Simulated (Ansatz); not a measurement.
Relaxed-ion elastic tensor of SnSe in space group Pnma (No. 62; Se on 4c, Sn on 4c) in GPa (Voigt order), LDA (plane waves, PAW; program Ansatz); density 6.52 g/cm³, 25.16 Å³ per atom.

|  | 1 | 2 | 3 | 4 | 5 | 6 |
|---|---|---|---|---|---|---|
| 1 | 82.0 | 18.7 | 22.4 | 0.0 | 0.0 | 0.0 |
| 2 | 18.7 | 87.1 | 40.3 | 0.0 | 0.0 | 0.0 |
| 3 | 22.4 | 40.3 | 51.2 | 0.0 | 0.0 | 0.0 |
| 4 | 0.0 | 0.0 | 0.0 | 48.5 | 0.0 | 0.0 |
| 5 | 0.0 | 0.0 | 0.0 | 0.0 | 21.5 | 0.0 |
| 6 | 0.0 | 0.0 | 0.0 | 0.0 | 0.0 | 17.8 |

Task: Is the crystal mechanically stable?

Result: Yes: the smallest eigenvalue of C is 17.8 GPa.

Task: Work out the Voigt, Reuss and Hill averages.

Result: K_V = 42.6, K_R = 40.5, K_H = 41.6; G_V = 26.8, G_R = 21.1, G_H = 23.9 GPa.

Task: Give Young's modulus, Poisson's ratio, Pugh's ratio and the universal anisotropy index.

Result: E = 9KG/(3K + G) = 60.3 GPa; ν = 0.26; K/G = 1.74 (near the Pugh limit of 1.75, no verdict); A_U = 5G_V/G_R + K_V/K_R − 6 = 1.41.

Task: Estimate the sound speeds and the Debye temperature.

Result: v_l = √((K + 4G/3)/ρ) = 3360 m/s, v_t = √(G/ρ) = 1920 m/s, mean 2130 m/s; Θ = (h/k)(3n/4πV)^(1/3) v_m = 216 K.

Task: Solve the Christoffel equation for the three sound speeds along x, y, z.

Result: Eigenvalues of C_ijkl n_j n_l equal ρv². In km/s, slowest first: x 1.65, 1.81, 3.55; y 1.65, 2.73, 3.65; z 1.81, 2.73, 2.80.

Task: How much does each axis shrink under pressure?

Result: Linear compressibilities β_i = Σ_j S_ij (j = 1 to 3): x 7.7, y 3.7, z 13 per TPa.

The LDA relaxation kept the symmetry of its start; of distortions, only those at the zone centre were tested. A crystal of weakly bound layers computed without a dispersion correction: the cell and the soft elastic constants depend strongly on that. Spin–orbit coupling is left out wherever it is not named.

Potentials: the later of the program's two PAW sets.
